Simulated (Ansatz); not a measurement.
This Sn3GeTe4 structure is the end of a relaxation. The cell was found from a structure generator's guess, not taken from experiment.

Theory: DFT PBE, scalar-relativistic, plane waves, PAW (Ansatz 0.2.0). Cutoff 420 eV, Γ-centred mesh, Gaussian smearing, no spin polarisation.

```yaml
crystal:
  lattice:
    - [4.56226, -4.46627, 0.00000]
    - [4.56226, 4.46627, 0.00000]
    - [-4.40607, 0.00000, 6.35394]
  atoms:
    - { symbol: Sn, position: [0.24409, 0.73946, 0.49756] }
    - { symbol: Sn, position: [0.73946, 0.24409, 0.49756] }
    - { symbol: Sn, position: [0.98546, 0.98546, 0.98469] }
    - { symbol: Ge, position: [0.46121, 0.46121, 0.98182] }
    - { symbol: Te, position: [0.50958, 0.02804, 0.00636] }
    - { symbol: Te, position: [0.02804, 0.50958, 0.00636] }
    - { symbol: Te, position: [0.76176, 0.76176, 0.50021] }
    - { symbol: Te, position: [0.27013, 0.27013, 0.52544] }
```

Formation energies are uncorrected and refer to the elements' standard structures at the same level. The references include grey tin.

Question: Find its symmetry and describe it.

Answer: Cm (No. 8), with Sn and Ge ordered on rock salt sites. Conventional cell: a = 9.125 Å, b = 8.933 Å, c = 7.732 Å, β = 124.7°. Around Sn on a site of symmetry 1 lie 6 Te at 3.09–3.31 Å; Sn on a site of symmetry m has 6 Te at 3.08–3.44 Å; Ge is surrounded by 3 Te at 2.85–2.91 Å, 1 Te at 3.33 Å and 2 Te at 3.56 Å; around Te on a site of symmetry 1 lie 1 Ge at 2.85 Å, 4 Sn at 3.11–3.29 Å and 1 Ge at 3.56 Å; 2 more sites not described.

Question: How far does it lie from the elements in energy?

Answer: −0.229 eV/atom. Whether it is stable depends on the other phases of the system, which aren't compared here.

Question: Is it a metal?

Answer: No, the gap on the 6×6×6 mesh is 0.15 eV.

The last run used a 6×6×6 mesh for its 8-atom cell and Gaussian smearing of 0.01 eV. These runs have no spin–orbit coupling, which can matter for Te. Kohn–Sham gaps at this level usually fall short of measured ones. The missing spin–orbit coupling can work the other way here. The reference form of Te is held partly by dispersion forces, which this level lacks. Small gaps are read on the mesh alone, and bands can cross between its points. This cell was reached by moving the atoms of another relaxed cell at random and relaxing again, last within the group found; it had no such test of its own.
